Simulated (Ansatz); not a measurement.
IrOs$_{3}$:
```
CELL_PARAMETERS angstrom
      3.82070     0.00000     0.00000
      0.00000     3.82070     0.00000
      0.00000     0.00000     3.82070
ATOMIC_POSITIONS crystal
  Os 0.00000 0.50000 0.50000
  Os 0.50000 0.50000 0.00000
  Os 0.50000 0.00000 0.50000
  Ir 0.00000 0.00000 0.00000
```

Relaxed with PBEsol. Special points in fractions of this cell's reciprocal vectors: Γ (0.000, 0.000, 0.000); X (0.000, 0.500, 0.000); M (0.500, 0.500, 0.000); R (0.500, 0.500, 0.500).

Q: List the band energies nearest the Fermi level at these points for PBEsol with spin–orbit coupling (plane waves, PAW; program Ansatz).

A: In eV from the Fermi level; about four levels below and three above (degenerate sets whole), none deeper than 8.9 eV; points with the same levels are listed once.

```json
[
 {"k": "Γ", "below": "-0.25 -0.25 -0.25 -0.25", "above": "1.77 1.77 1.79 1.79 1.79 1.79"},
 {"k": "X", "below": "-0.81 -0.81 -0.62 -0.62", "above": "0.58 0.58 1.21 1.21"},
 {"k": "M", "below": "-0.17 -0.17 -0.15 -0.15", "above": "3.72 3.72 3.93 3.93"},
 {"k": "R", "below": "-0.62 -0.62 -0.62 -0.62 -0.47 -0.47", "above": "1.66 1.66 1.70 1.70 1.70 1.70"}
]
```

Space group Pm-3m (Cu3Au type). The start of the workflow was typed in or built on a structure type; neither database checked (COD, Materials Project) lists it. Whether it is the stable phase at ambient conditions was not checked. Symmetry was held in the PBEsol relaxation; its stability against distortions is not shown here. The run is not spin-polarised.

Potentials: the earlier of the program's two PAW sets. The files were generated under PBE; for other functionals the program regenerates the frozen cores, and for LDA and PBEsol the local potential too.
